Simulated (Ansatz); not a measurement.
Crystals of one structure type (zinc blende), relaxed and computed with DFT-r²SCAN in the program Ansatz with PAW potentials.

```csv
crystal,a (Å),gap (eV),Θ_D (K),K_Hill (GPa),ΔH_f (eV/atom),G_Hill (GPa)
BN,3.609,4.99,1940,391,-1.31,404
AlN,4.370,3.93,962,210,-1.60,132
GaN,4.498,2.17,631,196,-0.64,113
LaN,(withheld),(withheld),(withheld),(withheld),(withheld),(withheld)
```

Question: Some entries are withheld; supply them.

Answer: 
- LaN, a (Å): 5.605
- LaN, gap (eV): 1.51
- LaN, Θ_D (K): 216
- LaN, K_Hill (GPa): 89.9
- LaN, ΔH_f (eV/atom): -1.43
- LaN, G_Hill (GPa): 18.6

Typed or built starts, not in the databases checked: LaN, zinc blende. All cells were relaxed under the symmetry of their starts (and spin orders); stability against distortions was not tested throughout. Spin–orbit coupling is left out wherever it is not named.

Potentials: the earlier of the program's two PAW sets.

Formation energies count from the lowest solids of the elements computed at the same level, not from gases.
